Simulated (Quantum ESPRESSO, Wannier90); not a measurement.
Tight-binding from DFT: SrTiO₃ (cubic perovskite)

```xyz
5
Lattice="3.9127 0.0000 0.0000 0.0000 3.9127 0.0000 0.0000 0.0000 3.9127" Properties=species:S:1:pos:R:3 pbc="T T T"
Sr     0.0000     0.0000     0.0000
Ti     1.9564     1.9564     1.9564
O      1.9564     0.0000     1.9564
O      0.0000     1.9564     1.9564
O      1.9564     1.9564     0.0000
```

Structure: Materials Project mp-5229, symmetrised, not relaxed again. COD (Crystallography Open Database) records the formula in this space group. Ideal cubic forms of this type are often high-temperature phases that distort on cooling; symmetry holds the cell here, and its stability was not tested. Method: PBEsol plane waves in Quantum ESPRESSO 7.5 (PseudoDojo norm-conserving files, 68 Ry, spinors with spin-orbit coupling), Bloch states on a 6×6×6 mesh through Γ, Wannier90 4.0.1. Density: 8×8×8 mesh, cold smearing 0.01 Ry.

A tight-binding model is made by disentanglement and projection with no localisation steps (num_iter = 0), so the 28 orbitals stay atom-like: hydrogen-like Ti: d; O: p, axes along x, y, z; frozen window up to 3.33 eV relative to the valence-band maximum. It follows pw.x to 1.1 meV rms for states up to 2.8 eV relative to the valence-band maximum. Matrix elements depend on this choice of orbitals and windows.

What are the on-site energies relative to the valence-band maximum, and how fast do the hoppings decay?


| atom | orbitals | energy (eV) |
|---|---|---|
| Ti2 | dz2↑ dz2↓ dx2-y2↑ dx2-y2↓ | 4.07 |
| Ti2 | dxz↑ dxz↓ dyz↑ dyz↓ dxy↑ dxy↓ | 2.34 |
| O3 | pz↑ pz↓ px↑ px↓ py↑ py↓ | -1.52 |
| O4 | pz↑ pz↓ px↑ px↓ py↑ py↓ | -1.52 |
| O5 | pz↑ pz↓ px↑ px↓ py↑ py↓ | -1.52 |

```json
[
 {"distance of the centres (Å)": "1–2", "largest modulus (eV)": "2.5"},
 {"distance of the centres (Å)": "2–3", "largest modulus (eV)": "0.44"},
 {"distance of the centres (Å)": "3–4", "largest modulus (eV)": "0.14"},
 {"distance of the centres (Å)": "4–5", "largest modulus (eV)": "0.033"},
 {"distance of the centres (Å)": "5–6", "largest modulus (eV)": "0.067"},
 {"distance of the centres (Å)": "6–7", "largest modulus (eV)": "0.0068"},
 {"distance of the centres (Å)": "7–8", "largest modulus (eV)": "0.0046"},
 {"distance of the centres (Å)": "8–9", "largest modulus (eV)": "0.0019"},
 {"distance of the centres (Å)": "9–10", "largest modulus (eV)": "0.0015"},
 {"distance of the centres (Å)": "10–11", "largest modulus (eV)": "0.00049"}
]
```
